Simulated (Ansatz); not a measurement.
Recipe of this trial structure of CaZn7: random cell by space group and Wyckoff sites (P6/mmm, No. 191). The dimensions are guesses.

```
CELL_PARAMETERS angstrom
4.69819 0.00000 0.00000
-2.34909 4.06875 0.00000
0.00000 0.00000 6.60765
ATOMIC_POSITIONS crystal
Ca 0.00000 0.00000 0.00000
Zn 0.21765 0.78235 0.50000
Zn 0.21765 0.43529 0.50000
Zn 0.56471 0.78235 0.50000
Zn 0.78235 0.21765 0.50000
Zn 0.78235 0.56471 0.50000
Zn 0.43529 0.21765 0.50000
Zn 0.00000 0.00000 0.50000
```

Theory: DFT PBE, scalar-relativistic, plane waves, PAW in Ansatz 0.2.0. Cutoff 420 eV, Gaussian smearing, Γ-centred meshes. Cell and atoms relax first on a coarse mesh and then on a finer one. In between, the cell is made exact in the group found at 0.06 Å. In metals the finer mesh still leaves noise of several meV/atom or more. The steps can't lower the symmetry of their start. No spin polarisation.

A guess keeps its type if space group and coordination stay and the shape of the cell changes little (axis ratios within about 15 %, angles within 6°); the volume may change.

**Question.** Does this structure survive the relaxation?

**Answer.** It doesn't keep its type. The symmetry stays P6/mmm (No. 191). The volume per atom grows by 83.1 %, from 15.8 to 28.9 Å³. The shortest distance goes from 1.63 Å (Zn–Zn) to 2.47 Å (Zn–Zn). The ratio c/a of the conventional cell changes by a factor of 0.60. Counting neighbours within 15 % of an atom's shortest distance, the start has Ca 14, Zn 5/6 and the end Ca 2, Zn 5/8. In detail, at the end around Ca lie 2 Zn at 2.88 Å; Zn on a site of symmetry mm2 has 5 Zn at 2.47–2.51 Å; around Zn on a site of symmetry 6/mmm lie 6 Zn at 2.51 Å and 2 Ca at 2.88 Å.

```cif
data_structure
_symmetry_space_group_name_H-M 'P6/mmm'
_symmetry_Int_Tables_number 191
_cell_length_a 6.8121
_cell_length_b 6.8121
_cell_length_c 5.7542
_cell_angle_alpha 90.000
_cell_angle_beta 90.000
_cell_angle_gamma 120.000
_cell_volume 231.25
loop_
_atom_site_label
_atom_site_type_symbol
_atom_site_symmetry_multiplicity
_atom_site_Wyckoff_symbol
_atom_site_fract_x
_atom_site_fract_y
_atom_site_fract_z
_atom_site_occupancy
Ca1 Ca 1 a 0.00000 0.00000 0.00000 1
Zn1 Zn 6 m 0.21265 0.78735 0.50000 1
Zn2 Zn 1 b 0.00000 0.00000 0.50000 1
```

Formation energies are uncorrected and refer to the elements' standard structures at the same level.

**Question.** At what energy does it end?

**Answer.** +0.21 eV/atom. The separate elements lie lower, so it is unstable against them.

The last run used a 6×6×8 mesh (in the run's order of axes) for its 8-atom cell and Gaussian smearing of 0.10 eV. A structure relaxed within its symmetry needn't be a true minimum.

In counts of neighbours, a slash parts the counts of unlike sites.
